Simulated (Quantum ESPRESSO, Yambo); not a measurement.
K2Pt (space group Fm-3m, No. 225) under isotropic strain of -3 % on all lattice vectors. The PBEsol cell relaxed from Materials Project entry mp-1062676 was given an isotropic strain of -3 % on all lattice vectors, and the atoms were relaxed again. Chain: PBEsol (Quantum ESPRESSO, PseudoDojo norm-conserving, 84 Ry, scalar-relativistic); G0W0 in Yambo (4×4×4 Γ-centred k mesh, bands 5 to 154 and a 7 Ry block in the screening, 154 bands in G with the Bruneval-Gonze terminator, plasmon pole fitted at 27.2 eV); BSE (6×6×6 mesh, 6 valence and 4 conduction bands, static screening with 57 bands and a 4 Ry block, scissor 0.85 eV, Tamm-Dancoff).

The PBEsol gap (dense path) comes out as 1.58 eV, the PBEsol gap X → L on the GW mesh comes out as 1.58 eV and the PBEsol smallest direct gap on the GW mesh, at L is 1.63 eV. The G0W0 direct gap at that point is 2.48 eV and the G0W0 correction to the gap X → L comes out as 0.84 eV. The direct gap on the BSE mesh, with the scissor comes out as 2.48 eV and the first BSE state allowed for light along x is 2.01 eV. The lowest BSE state is 1.93 eV and the binding of the lowest exciton is 0.54 eV.

Rough cost of the Yambo steps against G0W0 for 6 states: BSE within a factor of two.

Convergence of the G0W0 settings was not tested. The BSE states are vertical excitations (zero momentum). Convergence of the binding with the mesh was not shown.

Without spin-orbit coupling, band edges of such heavy elements can be off by tenths of an eV.

The structure is a Materials Project entry; no match was found in the copy of COD used, and its stability was not checked.
